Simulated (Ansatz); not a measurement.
# PdS₂: input and output

The input, for Ansatz 0.2.0 (plane waves, PAW):

```yaml
crystal:
  lattice:
    - [1.524259, 2.640092, 0.0]
    - [-1.524259, 2.640092, 0.0]
    - [0.0, 0.0, 12.097048]
  atoms:
    - { symbol: Pd, position: [0.3333, 0.3334, 0.25] }
    - { symbol: Pd, position: [0.6666, 0.6667, 0.75] }
    - { symbol: S, position: [0.3333, 0.3334, 0.625] }
    - { symbol: S, position: [0.6666, 0.6667, 0.125] }
    - { symbol: S, position: [0.3333, 0.3334, 0.875] }
    - { symbol: S, position: [0.6667, 0.6667, 0.375] }
  symmetry: { tolerance: 0.0003 }
kpoints:
  mp_grid: { grid: [11, 11, 3], shift: [0, 0, 0] }
  band_path:
    path:
      - [0.0, 0.0, 0.0]
      - [0.49999995, -1.9e-07, 0.0]
      - [0.66666647, 0.33333304, 0.0]
      - [0.0, 0.0, 0.0]
      - [0.0, 0.0, 0.5]
      - [0.49999995, -1.9e-07, 0.5]
      - [0.66666647, 0.33333304, 0.5]
      - [0.0, 0.0, 0.5]
    npoints: 7
magnetization:
  noncollinear: true
  spin_orbit: true
scf:
  occupations: { method: fermi_dirac }
  lower_state_search: "off"
  max_iter: 200
hamiltonian:
  pseudopotentials: { kind: paw_fr }
  xc: r2scan
basis:
  ecutwfc: 500
  fft_grid_basis: typed
output:
  forces: true
  stress: true
  eigenvalues: true
  bader: true
  populations: true
  elf: true
  write_potential: true
  volumetric_format: npy
  dos:
    e_range: [-12, 8]
    de: 0.05
    projected: { site_lists: { Pd: [Pd], S: [S] } }
    method: { smearing: { sigma: 0.1, scheme: gaussian } }
checkpoint:
  read: saved_state
```

The saved state is an earlier solution for the same cell, perhaps on another mesh. The state carries no moments; the state need not be the lowest.

Parts of the output:

```
Magnetization: |M| = 0.0000 μB,  M = (+0.0000, +0.0000, +0.0000) μB
Absolute magnetization: 0.0000 μB (∫|m|)
  site 0: m = (+0.0000, +0.0000, +0.0000) μB, |m| = 0.0000 μB  (R = 0.96 Å)
  site 1: m = (+0.0000, +0.0000, +0.0000) μB, |m| = 0.0000 μB  (R = 0.96 Å)
  site 2: m = (+0.0000, +0.0000, +0.0000) μB, |m| = 0.0000 μB  (R = 0.96 Å)
  site 3: m = (+0.0000, +0.0000, +0.0000) μB, |m| = 0.0000 μB  (R = 0.96 Å)
  site 4: m = (+0.0000, +0.0000, +0.0000) μB, |m| = 0.0000 μB  (R = 0.96 Å)
  site 5: m = (+0.0000, +0.0000, +0.0000) μB, |m| = 0.0000 μB  (R = 0.96 Å)
Free energy (F): -17576.3375 eV
Harris-Foulkes:  -17576.3375 eV  (|F-HF|=7.61e-9)
Internal energy: -17576.1892 eV  (E = F + TS)
E sigma→0 (E₀):  -17576.2634 eV
Entropy (-TS):   -0.1484 eV (-24.726 meV/atom)
Fermi energy:    12.0260 eV
--- Per-component energies (eV) ---
  E_band       = -551.7850
  E_kinetic    = 1466.9176
  E_local      = -7674.7151  (includes V_loc(G=0)·N_el)
  E_nonlocal   = 547.9049
  E_hartree    = 3308.5126
  E_xc         = -690.9718
  E_vxc        = -848.9877  (∫ρ·V_xc dr)
  E_paw        = -9963.8661  (= ΣΔE_a)
  E_vpaw       = -712.4000  (= ΣTr[D̂ρ^β])
  E_aug_tail   = 0.0002  (compensation charges beyond the density's cutoff)
  E_vtau       = 52.4681  (kinetic-family band-sum trace: ∫τ·v_τ [+ j·A + Jᵃ·Aᵃ] dr)
  E_ewald      = -4568.6286
  E_core_change = -1.3428  (= ΣΔE_core)
  E_smearing   = -0.1484  (= −TS)
--- Forces (eV/Å), atoms counted from 1 ---
  atom   1  Pd     0.0000     0.0000     0.0000
  atom   2  Pd     0.0000     0.0000     0.0000
  atom   3  S      0.0000     0.0000    -2.0691
  atom   4  S      0.0000     0.0000    -2.0691
  atom   5  S      0.0000     0.0000     2.0691
  atom   6  S      0.0000     0.0000     2.0691
--- Stress (GPa, compression-positive) ---
       28.3820       0.0000       0.0000
        0.0000      28.3820       0.0000
        0.0000       0.0000      21.4884
  P = ⅓ Tr σ = 26.0842 GPa (260.842 kbar)
```

Origin: a known structure type with other elements, at an estimated volume, so it need not be a known compound. Caveats: atoms or cell far from equilibrium.
